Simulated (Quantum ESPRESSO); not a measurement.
W3Li5, a guest atom moved from site to site

Computed values, not a measurement. The program is pw.x of Quantum ESPRESSO 7.5 (plane-wave density functional theory). The cell is made up: eight metal atoms on a hexagonal close-packed lattice, with elements, volume, strain and displacements drawn at random and not relaxed, so it may be unstable or far from any real phase. PseudoDojo standard norm-conserving files set the functional (PBE unless stated); there is no spin polarisation or spin-orbit coupling, the Fermi-Dirac width of 0.25 eV means electrons at about 2900 K, and the masses in the input are unused placeholders. Heavy elements are run without spin-orbit coupling, which real alloys of them have. A spin test at this wide smearing found no moment, but such smearing suppresses magnetism that the real alloy may have.

The runs move one W atom among sites that otherwise hold Li. Cell, positions, cutoff, mesh and smearing stay as in the input of run 1; sites are counted in its order. Stress in the tables is positive in tension.

Input of run 1:

```
&control calculation='scf', pseudo_dir='./dojo.nc.sr.pbe.v0_5.standard.upf', outdir='./o', disk_io='minimal', tprnfor=.true., tstress=.true. /
&system ibrav=0, nat=8, ntyp=2, nbnd=41, ecutwfc=74.01313486, nosym=.true., tot_charge=0,
 occupations='smearing', smearing='fd', degauss=0.0183746611
/
&electrons conv_thr=1.470e-08, electron_maxstep=70, mixing_beta=0.5 /
ATOMIC_SPECIES
Li 1.0 Li.upf
W 1.0 W.upf
CELL_PARAMETERS angstrom
-3.0313 0.0344 0.0037
0.0059 -0.027 -4.8479
0.119 -10.708 -0.0586
ATOMIC_POSITIONS angstrom
W 0.0349 0.0932 -0.102
Li 0.0376 -5.3393 -0.1396
Li 0.0475 -3.6454 -2.4046
Li 0.0874 -8.9151 -2.4105
Li -1.3532 -2.64 -0.0555
W -1.3812 -7.9686 -0.006
W -1.4535 -0.9333 -2.425
Li -1.4488 -6.1342 -2.3843
K_POINTS automatic
9 6 3 1 1 1
```

| run | elements on sites 1 to 8 | free energy less that of run 1 (eV) | -TS (eV) | pressure (GPa) | stress xx (GPa) | stress yy (GPa) | stress zz (GPa) | stress yz (GPa) | stress xz (GPa) | stress xy (GPa) | iterations |
| --- | --- | --- | --- | --- | --- | --- | --- | --- | --- | --- | --- |
| 1 | W Li Li Li Li W W Li | 0.000 | -1.545 | -14.05 | 22.12 | 10.40 | 9.64 | 0.74 | 0.08 | -0.04 | 15 |
| 2 | Li W Li Li Li W W Li | 2.721 | -1.834 | -13.13 | 24.59 | 11.87 | 2.93 | -0.35 | -0.17 | 0.46 | 14 |
| 3 | Li Li W Li Li W W Li | 2.857 | -1.853 | -13.17 | 24.89 | 11.52 | 3.10 | 0.10 | -0.09 | -0.32 | 14 |
| 4 | Li Li Li W Li W W Li | 0.065 | -1.551 | -14.08 | 21.82 | 10.30 | 10.11 | 0.47 | -0.03 | 0.01 | 13 |
| 5 | Li Li Li Li W W W Li | 1.943 | -1.599 | -14.36 | 20.99 | 10.31 | 11.78 | -0.32 | -0.06 | -0.23 | 13 |
| 6 | Li Li Li Li Li W W W | 2.195 | -1.614 | -14.19 | 21.24 | 10.38 | 10.94 | -0.45 | -0.12 | -0.43 | 12 |

Forces Fx Fy Fz (eV/Å):

| site | run 1 | run 2 | run 3 | run 4 | run 5 | run 6 |
| --- | --- | --- | --- | --- | --- | --- |
| 1 | 0.06 0.49 0.33 | 0.04 -0.13 0.23 | 0.04 -0.05 0.26 | 0.04 -0.16 0.39 | 0.05 -0.13 0.24 | 0.04 -0.09 0.24 |
| 2 | 0.09 -0.33 0.31 | -0.20 -2.52 0.77 | 0.08 0.02 0.39 | 0.10 -0.34 0.31 | 0.11 0.00 0.34 | 0.09 -0.33 0.46 |
| 3 | 0.05 0.53 -0.14 | 0.04 0.16 -0.25 | 0.16 2.75 -0.35 | 0.05 0.55 -0.15 | 0.10 0.61 -0.19 | 0.07 0.27 -0.14 |
| 4 | 0.04 0.06 -0.25 | 0.06 -0.04 -0.10 | 0.07 0.00 -0.10 | -0.25 -0.61 -0.26 | 0.07 -0.03 -0.10 | 0.06 0.04 -0.09 |
| 5 | -0.05 0.39 0.10 | -0.05 0.14 0.11 | -0.08 0.02 0.20 | -0.02 0.41 0.11 | -0.06 2.29 -0.14 | -0.03 0.29 0.11 |
| 6 | -0.15 -1.72 -0.05 | 0.27 2.25 -0.08 | -0.03 -0.27 0.04 | 0.05 -0.98 0.01 | -0.03 0.01 0.02 | 0.00 2.39 -0.19 |
| 7 | 0.02 1.22 -0.08 | -0.11 0.41 -0.21 | -0.16 -2.02 -0.22 | 0.08 1.78 -0.19 | -0.19 -2.22 0.05 | -0.11 0.17 -0.20 |
| 8 | -0.06 -0.64 -0.23 | -0.05 -0.28 -0.46 | -0.07 -0.45 -0.21 | -0.05 -0.65 -0.22 | -0.05 -0.53 -0.22 | -0.11 -2.75 -0.18 |

The sites are displaced and not relaxed, so the energy differences hold strain from misfit and are not ordering energies. A rerun of one cell of this series at a higher cutoff and on a denser mesh moved values by no more than 0.004 eV in energy, 0.04 GPa in stress and 0.003 eV/Å in force, and a second program with other atomic files agreed on that cell to 2 % rms in force and 0.5 GPa in pressure.